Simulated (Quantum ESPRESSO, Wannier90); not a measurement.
# Tight-binding from DFT: InN (wurtzite)

Materials Project entry mp-22205; symmetrised, unrelaxed at this level. COD (Crystallography Open Database) has the formula in 2 space groups, this one among them (matched by group alone). Computed values, not measurements, from PBEsol: Quantum ESPRESSO (norm-conserving PseudoDojo potentials, cutoff 68 Ry, spinors with spin-orbit coupling) on a Γ-centred 6×6×4 mesh, then Wannier90. Density: 12×12×6 mesh, Gaussian smearing 0.01 Ry. With spin-orbit coupling a semilocal functional can close or falsely invert a small gap; the band order was not checked against a better method.

On the energy scale of pw.x, whose zero is arbitrary, the Fermi level lies at 9.58 eV.

Input w.win:

```
num_bands = 48
num_wann = 28
exclude_bands = 1-24
spinors = true
num_iter = 1000
conv_tol = 1.0e-6
conv_window = 4
dis_num_iter = 1000
dis_conv_tol = 1.0e-6
dis_froz_max = 11.08
write_hr = true
write_u_matrices = true
begin projections
In: s;p
N: p
end projections
begin unit_cell_cart
ang
    3.5506199484    0.0000000000    0.0000000000
   -1.7753099742    3.0749270745    0.0000000000
    0.0000000000    0.0000000000    5.7325600000
end unit_cell_cart
begin atoms_frac
In  -0.3333333333  0.3333333333 -0.4995200000
In   0.3333333333 -0.3333333333  0.0004800000
N   -0.3333333333  0.3333333333 -0.1204800000
N    0.3333333333 -0.3333333333  0.3795200000
end atoms_frac
mp_grid = 6 6 4
begin kpoints
0.0000000000 0.0000000000 0.0000000000
0.0000000000 0.0000000000 0.2500000000
0.0000000000 0.0000000000 0.5000000000
... (141 more lines: the 6x6x4 mesh through Gamma)
end kpoints
```

Input of pw2wannier90.x that gives the overlap and projection files (equivalent; here they were cut from one run over all bands):

```
&inputpp
  outdir = './out'
  prefix = 'pwscf'
  seedname = 'w'
  write_amn = .true.
  write_mmn = .true.
/
```

Output w.wout (banner and timings cut):

```
                                    ------
                                    SYSTEM
                                    ------

                              Lattice Vectors (Ang)
                    a_1     3.550620   0.000000   0.000000
                    a_2    -1.775310   3.074927   0.000000
                    a_3     0.000000   0.000000   5.732560

                   Unit Cell Volume:      62.58750  (Ang^3)

                        Reciprocal-Space Vectors (Ang^-1)
                    b_1     1.769602   1.021680  -0.000000
                    b_2     0.000000   2.043361   0.000000
                    b_3     0.000000  -0.000000   1.096052

 *----------------------------------------------------------------------------*
 |   Site       Fractional Coordinate          Cartesian Coordinate (Ang)     |
 +----------------------------------------------------------------------------+
 | in   1  -0.33333   0.33333  -0.49952   |   -1.77531   1.02498  -2.86353    |
 | in   2   0.33333  -0.33333   0.00048   |    1.77531  -1.02498   0.00275    |
 | n    1  -0.33333   0.33333  -0.12048   |   -1.77531   1.02498  -0.69066    |
 | n    2   0.33333  -0.33333   0.37952   |    1.77531  -1.02498   2.17562    |
 *----------------------------------------------------------------------------*
                                ------------
                                K-POINT GRID
                                ------------

             Grid size =  6 x  6 x  4      Total points =  144

 *---------------------------------- MAIN ------------------------------------*
 |  Number of Wannier Functions               :                28             |
 |  Number of Objective Wannier Functions     :                28             |
 |  Number of input Bloch states              :                48             |
 |  Output verbosity (1=low, 5=high)          :                 1             |
 |  Timing Level (1=low, 5=high)              :                 1             |
 |  Optimisation (0=memory, 3=speed)          :                 3             |
 |  Length Unit                               :               Ang             |
 |  Post-processing setup (write *.nnkp)      :                 F             |
 |  Using Gamma-only branch of algorithms     :                 F             |
 *----------------------------------------------------------------------------*
 *------------------------------- WANNIERISE ---------------------------------*
 |  Total number of iterations                :              1000             |
 |  Number of CG steps before reset           :                 5             |
 |  Trial step length for line search         :             2.000             |
 |  Convergence tolerence                     :         0.100E-05             |
 |  Convergence window                        :                 4             |
 |  Iterations between writing output         :                 1             |
 |  Iterations between backing up to disk     :               100             |
 |  Write r^2_nm to file                      :                 F             |
 |  Write xyz WF centres to file              :                 F             |
 |  Write on-site energies <0n|H|0n> to file  :                 F             |
 |  Use guiding centre to control phases      :                 F             |
 |  Use phases for initial projections        :                 F             |
 *----------------------------------------------------------------------------*
 *------------------------------- DISENTANGLE --------------------------------*
 |  Using band disentanglement                :                 T             |
 |  Total number of iterations                :              1000             |
 |  Mixing ratio                              :             0.500             |
 |  Convergence tolerence                     :         1.000E-06             |
 |  Convergence window                        :                 3             |
 *----------------------------------------------------------------------------*
 *-------------------------------- PLOTTING ----------------------------------*
 |  Plotting Hamiltonian in WF basis          :                 T             |
 *----------------------------------------------------------------------------*

       ... (k-mesh section left out)

 Starting a new Wannier90 calculation ...

 Reading overlaps from w.mmn

 Reading projections from w.amn

 *------------------------------- DISENTANGLE --------------------------------*
 +----------------------------------------------------------------------------+
 |                              Energy  Windows                               |
 |                              ---------------                               |
 |                   Outer:    3.69093  to   31.45569  (eV)                   |
 |                   Inner:    3.69093  to   11.08000  (eV)                   |
 +----------------------------------------------------------------------------+
   Number of target bands to extract:   28

                   Unitarised projection of Wannier functions
                   ------------------------------------------
   A_mn = <psi_m|g_n> --> S = A.A^+ --> U = S^-1/2.A
   In dis_project... done
   Using an inner window (linner = T)
   In dis_proj_froz... done

                   Extraction of optimally-connected subspace
                   ------------------------------------------
 +---------------------------------------------------------------------+<-- DIS
 |  Iter     Omega_I(i-1)      Omega_I(i)      Delta (frac.)           |<-- DIS
 +---------------------------------------------------------------------+<-- DIS
       1      42.36735027      38.99326263       8.653E-02    <-- DIS
       2      40.26588191      38.00061247       5.961E-02    <-- DIS
       3      38.97990689      37.28639318       4.542E-02    <-- DIS
       4      38.01052213      36.73113415       3.483E-02    <-- DIS
       5      37.27046817      36.28546062       2.715E-02    <-- DIS
       6      36.69435982      35.91992135       2.156E-02    <-- DIS
       ... (lines left out)
      84      33.42427808      33.42425295       7.518E-07    <-- DIS
      85      33.42402085      33.42401086       2.987E-07    <-- DIS
      86      33.42378033      33.42378392      -1.075E-07    <-- DIS

             <<<      Delta < 1.000E-06  over  3 iterations     >>>
             <<< Disentanglement convergence criteria satisfied >>>

        Final Omega_I    33.42378392 (Ang^2)

 +----------------------------------------------------------------------------+

 Writing checkpoint file w.chk... done

 *------------------------------- WANNIERISE ---------------------------------*
 +--------------------------------------------------------------------+<-- CONV
 | Iter  Delta Spread     RMS Gradient      Spread (Ang^2)            |<-- CONV
 +--------------------------------------------------------------------+<-- CONV

 ------------------------------------------------------------------------------
 Initial State
  WF centre and spread    1  ( -1.775290,  1.024964, -2.863764 )     2.10361039
  WF centre and spread    2  ( -1.775290,  1.024964, -2.863764 )     2.10361035
  WF centre and spread    3  ( -1.775309,  1.024976, -3.068485 )     2.34819981
  WF centre and spread    4  ( -1.775309,  1.024975, -3.068485 )     2.34819986
  WF centre and spread    5  ( -1.775328,  0.839867, -2.748762 )     2.37254457
  WF centre and spread    6  ( -1.775327,  0.839867, -2.748763 )     2.37254479
  WF centre and spread    7  ( -1.775308,  1.214779, -2.748762 )     2.37255734
  WF centre and spread    8  ( -1.775308,  1.214779, -2.748761 )     2.37255704
  WF centre and spread    9  (  1.775290, -1.024964,  0.002516 )     2.10361039
  WF centre and spread   10  (  1.775290, -1.024964,  0.002516 )     2.10361038
  WF centre and spread   11  (  1.775310, -1.024975, -0.202205 )     2.34819986
  WF centre and spread   12  (  1.775309, -1.024975, -0.202205 )     2.34819993
  WF centre and spread   13  (  1.775328, -0.839867,  0.117517 )     2.37254474
  WF centre and spread   14  (  1.775327, -0.839867,  0.117518 )     2.37254475
  WF centre and spread   15  (  1.775308, -1.214778,  0.117519 )     2.37255725
  WF centre and spread   16  (  1.775308, -1.214779,  0.117517 )     2.37255721
  WF centre and spread   17  ( -1.775309,  1.024975, -0.674108 )     0.94983339
  WF centre and spread   18  ( -1.775309,  1.024975, -0.674108 )     0.94983337
  WF centre and spread   19  ( -1.775308,  1.016906, -0.694699 )     0.93274614
  WF centre and spread   20  ( -1.775308,  1.016906, -0.694699 )     0.93274612
  WF centre and spread   21  ( -1.775309,  1.033064, -0.694699 )     0.93274540
  WF centre and spread   22  ( -1.775309,  1.033064, -0.694699 )     0.93274546
  WF centre and spread   23  (  1.775309, -1.024975,  2.192172 )     0.94983339
  WF centre and spread   24  (  1.775309, -1.024975,  2.192172 )     0.94983341
  WF centre and spread   25  (  1.775308, -1.016906,  2.171581 )     0.93274609
  WF centre and spread   26  (  1.775308, -1.016906,  2.171581 )     0.93274609
  WF centre and spread   27  (  1.775309, -1.033064,  2.171581 )     0.93274548
  WF centre and spread   28  (  1.775309, -1.033064,  2.171581 )     0.93274543
  Sum of centres and spreads ( -0.000001,  0.000001,-13.845198 )    48.04894843

      0     0.480E+02     0.0000000000       48.0489483829  <-- CONV
        O_D=      0.0214215 O_OD=     14.6037429 O_TOT=     48.0489484 <-- SPRD
 ------------------------------------------------------------------------------
      1    -0.432E+00     0.4403459735       47.6166392779  <-- CONV
        O_D=      0.0264008 O_OD=     14.1664546 O_TOT=     47.6166393 <-- SPRD
      2    -0.316E+00     0.5400320546       47.3008417224  <-- CONV
        O_D=      0.0269165 O_OD=     13.8501413 O_TOT=     47.3008417 <-- SPRD
      3    -0.213E+00     0.4164031630       47.0874541722  <-- CONV
        O_D=      0.0271988 O_OD=     13.6364714 O_TOT=     47.0874542 <-- SPRD
      4    -0.167E+00     0.3685524157       46.9203193905  <-- CONV
        O_D=      0.0304818 O_OD=     13.4660537 O_TOT=     46.9203194 <-- SPRD
      5    -0.162E+00     0.3459736720       46.7584996307  <-- CONV
        O_D=      0.0361086 O_OD=     13.2986071 O_TOT=     46.7584996 <-- SPRD
       ... (lines left out)
    100    -0.639E-03     0.0309301271       37.6039048078  <-- CONV
        O_D=      0.0168694 O_OD=      4.1632514 O_TOT=     37.6039048 <-- SPRD
       ... (lines left out)
    136    -0.690E-06     0.0010062269       37.6014930676  <-- CONV
        O_D=      0.0168271 O_OD=      4.1608821 O_TOT=     37.6014931 <-- SPRD
    137    -0.619E-06     0.0006522189       37.6014924491  <-- CONV
        O_D=      0.0168273 O_OD=      4.1608813 O_TOT=     37.6014924 <-- SPRD
    138    -0.534E-06     0.0006844582       37.6014919151  <-- CONV
        O_D=      0.0168275 O_OD=      4.1608805 O_TOT=     37.6014919 <-- SPRD
             <<<     Delta < 1.000E-06  over  4 iterations     >>>
             <<< Wannierisation convergence criteria satisfied >>>
 Final State
  WF centre and spread    1  ( -2.457601,  0.630884, -2.590775 )     1.66528359
  WF centre and spread    2  ( -2.457761,  0.630982, -2.590988 )     1.66527033
  WF centre and spread    3  ( -1.775692,  1.024935, -3.656112 )     1.69741111
  WF centre and spread    4  ( -1.775419,  1.024919, -3.656112 )     1.69740976
  WF centre and spread    5  ( -1.092640,  0.631020, -2.591396 )     1.66524957
  WF centre and spread    6  ( -1.092802,  0.630932, -2.591168 )     1.66526427
  WF centre and spread    7  ( -1.775294,  1.813074, -2.591130 )     1.66524193
  WF centre and spread    8  ( -1.775253,  1.813081, -2.591145 )     1.66524020
  WF centre and spread    9  (  2.457653, -0.630914,  0.275433 )     1.66527936
  WF centre and spread   10  (  2.457770, -0.630988,  0.275281 )     1.66526972
  WF centre and spread   11  (  1.775603, -1.024932, -0.789832 )     1.69741085
  WF centre and spread   12  (  1.775404, -1.024917, -0.789833 )     1.69740975
  WF centre and spread   13  (  1.092693, -0.630991,  0.274957 )     1.66525446
  WF centre and spread   14  (  1.092810, -0.630928,  0.275126 )     1.66526408
  WF centre and spread   15  (  1.775281, -1.813075,  0.275148 )     1.66524104
  WF centre and spread   16  (  1.775250, -1.813081,  0.275132 )     1.66524103
  WF centre and spread   17  ( -1.775156,  1.024773, -0.672479 )     0.91187833
  WF centre and spread   18  ( -1.775155,  1.024773, -0.672479 )     0.91187832
  WF centre and spread   19  ( -1.775744,  1.014775, -0.695264 )     0.89766542
  WF centre and spread   20  ( -1.775745,  1.014775, -0.695264 )     0.89766557
  WF centre and spread   21  ( -1.775041,  1.035513, -0.695264 )     0.89764387
  WF centre and spread   22  ( -1.775041,  1.035513, -0.695264 )     0.89764397
  WF centre and spread   23  (  1.775156, -1.024773,  2.193801 )     0.91187834
  WF centre and spread   24  (  1.775155, -1.024773,  2.193801 )     0.91187837
  WF centre and spread   25  (  1.775743, -1.014775,  2.171016 )     0.89766531
  WF centre and spread   26  (  1.775745, -1.014775,  2.171016 )     0.89766554
  WF centre and spread   27  (  1.775041, -1.035513,  2.171016 )     0.89764400
  WF centre and spread   28  (  1.775041, -1.035513,  2.171016 )     0.89764388
  Sum of centres and spreads (  0.000003,  0.000000,-13.841764 )    37.60149197

         Spreads (Ang^2)       Omega I      =    33.423783923
        ================       Omega D      =     0.016827452
                               Omega OD     =     4.160880540
    Final Spread (Ang^2)       Omega Total  =    37.601491915
```
